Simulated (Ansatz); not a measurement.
# Guessed and relaxed cells of B2F

The guess for B2F was made by a generator: random cell by space group and Wyckoff sites (P6/mmm, No. 191). The dimensions are guesses.

start.cif

```cif
data_structure
_symmetry_space_group_name_H-M 'P6/mmm'
_symmetry_Int_Tables_number 191
_cell_length_a 2.5691
_cell_length_b 2.5691
_cell_length_c 4.9085
_cell_angle_alpha 90.000
_cell_angle_beta 90.000
_cell_angle_gamma 120.000
_cell_volume 28.06
loop_
_atom_site_label
_atom_site_type_symbol
_atom_site_symmetry_multiplicity
_atom_site_Wyckoff_symbol
_atom_site_fract_x
_atom_site_fract_y
_atom_site_fract_z
_atom_site_occupancy
B1 B 2 e 0.00000 0.00000 0.74406 1
F1 F 1 a 0.00000 0.00000 0.00000 1
```

Computed with DFT PBE, scalar-relativistic, plane waves, PAW (Ansatz 0.2.0). Cutoff 420 eV, Gaussian smearing, Γ-centred meshes. Cell and atoms relax first on a coarse mesh and then on a finer one. In between, the cell is made exact in the group found at 0.06 Å. In metals the finer mesh still leaves noise of several meV/atom or more. The steps can't lower the symmetry of their start. No spin polarisation in the relaxation; trial moments died out in a coarse test.

end.cif

```cif
data_structure
_symmetry_space_group_name_H-M 'P6/mmm'
_symmetry_Int_Tables_number 191
_cell_length_a 2.1945
_cell_length_b 2.1945
_cell_length_c 5.1119
_cell_angle_alpha 90.000
_cell_angle_beta 90.000
_cell_angle_gamma 120.000
_cell_volume 21.32
loop_
_atom_site_label
_atom_site_type_symbol
_atom_site_symmetry_multiplicity
_atom_site_Wyckoff_symbol
_atom_site_fract_x
_atom_site_fract_y
_atom_site_fract_z
_atom_site_occupancy
B1 B 2 e 0.00000 0.00000 0.69146 1
F1 F 1 a 0.00000 0.00000 0.00000 1
```

The symmetry stays P6/mmm (No. 191). The volume per atom shrinks by 24.0 %, from 9.4 to 7.1 Å³. The shortest distance goes from 1.26 Å (B–F) to 1.58 Å (B–F). The ratio c/a of the conventional cell changes by a factor of 1.22. The energy falls by about 1.2 eV/atom (the start's value is from the coarse mesh).

```yaml
Volume_per_atom: 7.1 Å³
Density: 3.2 g/cm³
Energy_over_the_elements: +0.39 eV/atom
Gap_on_the_24×24×10_mesh_of_the_3-atom_cell: 0 eV (a metal)
```

Formation energies are uncorrected and refer to the elements' standard structures at the same level (F₂ as a molecule). The separate elements lie lower, so it is unstable against them.

The last run used Gaussian smearing of 0.10 eV. No dispersion correction is applied, so the spacing and binding between layers, chains or molecules are poorly described. An odd number of electrons in the primitive cell allows no gap without spin; a larger cell or a magnetic state could open one. A structure relaxed within its symmetry needn't be a true minimum. In all, the 4 runs took 37 s on 1 thread of AMD EPYC 7R13 Processor (Zen 3) (shared host). Another cell of B2F relaxed alike, in P3m1, lies 0.59 eV/atom lower, so this cell isn't the stable form at this level.
